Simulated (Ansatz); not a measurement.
BiIr, DFT, PBE, PAW with Ansatz's default frozen-core files, scalar-relativistic (Ansatz 0.2.0), run on 1 thread of Intel(R) Xeon(R) Platinum 8488C (Sapphire Rapids) on a shared host.

The cell was built from the zincblende type and relaxed in the same program; it needn't be a known or the stable phase. The listed cell was then made from it by scaling, straining or moving an atom.

Command: `ansatz run input.yaml --threads 1 --pin off --max-ram 2048MiB --backend cpu --events-out ev --progress --plain --runs-dir out`

```yaml
crystal:
  lattice:
    - [0.0, 3.0050435135, 3.0050435135]
    - [3.0050435135, 0.0, 3.0050435135]
    - [3.0050435135, 3.0050435135, 0.0]
  atoms:
    - { symbol: Ir, position: [0.0, 0.0, 0.0] }
    - { symbol: Bi, position: [0.25, 0.25, 0.25] }
kpoints:
  mp_grid: { grid: [11, 11, 11] }
scf:
  occupations: { method: fermi_dirac, width: 0.03 }
hamiltonian:
  xc: pbe
  pseudopotentials: { kind: paw }
output:
  forces: true
  stress: true
  eigenvalues: true
  efg: { contact_densities: true }
```

**Question.** How large is the problem that the program sets up?

**Answer.** 56 irreducible k-points, 1067 plane waves at Γ, 20 bands.

**Question.** About how long does it take, and how much memory does it use?

**Answer.** 5.2 s of wall time for 6 SCF iterations, with a peak of 0.52 GiB. Times on shared machines scatter by tens of per cent.

**Question.** And the same cell and mesh by full-potential LAPW, asked for forces, stress, eigenvalues, on the same hardware?

**Answer.** 46 s, peak memory 0.55 GiB.

**Question.** And the same cell and mesh by all-electron PAW (datasets made for this crystal), asked for forces, stress, eigenvalues, efg, on the same hardware?

**Answer.** 29 s, peak memory 0.98 GiB.
